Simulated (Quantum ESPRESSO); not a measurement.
Simulation results for Al₃SiCN₃ (made-up cell)

All values are calculated (Quantum ESPRESSO 7.5). Calculation on a made-up crystal cell, not a measurement: periodic Kohn-Sham density functional theory in plane waves with PseudoDojo standard norm-conserving scalar-relativistic pseudopotentials, each functional with its own files (v0.5 for PBE, v0.4.1 for LDA and PBEsol), no spin polarisation, no spin-orbit coupling, atoms not relaxed, stress positive in tension, energies less a fixed whole-eV offset for each atom's element; levels are Kohn-Sham levels at fractions of this cell's reciprocal vectors, counted from the reference band (half the neutral cell's valence electrons, rounded up) at Gamma; error bars cover cutoff and k-mesh only, not smearing or the files; added strain carries the atoms with the cell, and shear is the tensor component; each bar is the largest change over components, and at least 0.002 eV, 0.002 eV per angstrom or 0.02 GPa; energies are for the whole cell, and the offsets were chosen from early runs and are not element reference energies.

### Al₃SiCN₃ (made-up cell)

```cif
# cell vector a (Å): 4.3015 0.0106 -0.0021
# cell vector b (Å): 0.0106 4.4269 0.0210
# cell vector c (Å): -0.0021 0.0210 4.3631
data_Al3SiCN3
_symmetry_space_group_name_H-M 'P 1'
_symmetry_Int_Tables_number 1
_cell_length_a 4.3015
_cell_length_b 4.4270
_cell_length_c 4.3632
_cell_angle_alpha 89.453
_cell_angle_beta 90.055
_cell_angle_gamma 89.722
_cell_volume 83.08
loop_
_atom_site_label
_atom_site_type_symbol
_atom_site_fract_x
_atom_site_fract_y
_atom_site_fract_z
_atom_site_occupancy
Al1 Al 0.01205 0.99818 0.00036 1
Al2 Al 0.98787 0.51834 0.49368 1
Al3 Al 0.51159 0.98557 0.49269 1
Si1 Si 0.47036 0.50666 0.95589 1
N1 N 0.26480 0.25931 0.26960 1
N2 N 0.27964 0.75731 0.75671 1
N3 N 0.73477 0.23608 0.72847 1
C1 C 0.73327 0.74088 0.24847 1
```

It was run with lattice type zincblende/diamond, functional pbe, cutoff 1143 eV, fermi dirac smearing 0.025 eV, scf tolerance 1e-07 eV, electrons removed 0 and k mesh 4 x 4 x 4, shifted by half a step.

Atoms:
```
atoms element  atom site  atom energy offset (eV)
           Al          1                      -64
           Al          2                      -64
           Al          3                      -64
           Si          4                     -115
            N          5                     -283
            N          6                     -283
            N          7                     -283
            C          8                     -163
```

**Q.** Al₃SiCN₃ (made-up cell): stress zz?
**A.** -7.382 GPa

**Q.** Estimate the stress xy of Al₃SiCN₃ (made-up cell).
**A.** 7.321 GPa

**Q.** Give the missing stress yy for Al₃SiCN₃ (made-up cell).
**A.** -10.83 GPa

**Q.** Give the missing pressure for Al₃SiCN₃ (made-up cell).
**A.** 9.962 GPa

**Q.** Give the table of levels values for Al₃SiCN₃ (made-up cell).
**A.** 
Levels:
```
level k point  next band up (eV)
        Gamma               1.04
(1/2,1/2,1/2)              3.808
   (0.15,0,0)              1.511
   (0,0.15,0)               1.39
   (0,0,0.15)              1.515
```

Further results for Al₃SiCN₃ (made-up cell):

| Property | Result |
| --- | --- |
| free energy less offsets | -1.908 eV |
| smearing term minus ts | 0 eV |
| scf iterations | 11 |
| stress xx | -11.67 GPa |
| stress yz | 5.814 GPa |
| stress xz | -3.008 GPa |
| reference band | 16 |
| error bar energy | 0.002407 eV |
| error bar stress | 0.02 GPa |
| error bar force | 0.002 eV/Å |
| error bar next band up | 0.002 eV |
| error bars from | tighter rerun of a related cell |

Forces:
```
site  x (eV/Å)  y (eV/Å)  z (eV/Å)
   1    -1.252    0.6839     1.138
   2    0.9674    -1.912    0.3318
   3    -0.706     1.575   -0.7686
   4     4.744    -2.788     5.604
   5    -0.949    0.6875        -3
   6    -3.628    0.2643    -1.474
   7    0.7521     2.378     2.401
   8   0.07191   -0.8895    -4.233
```
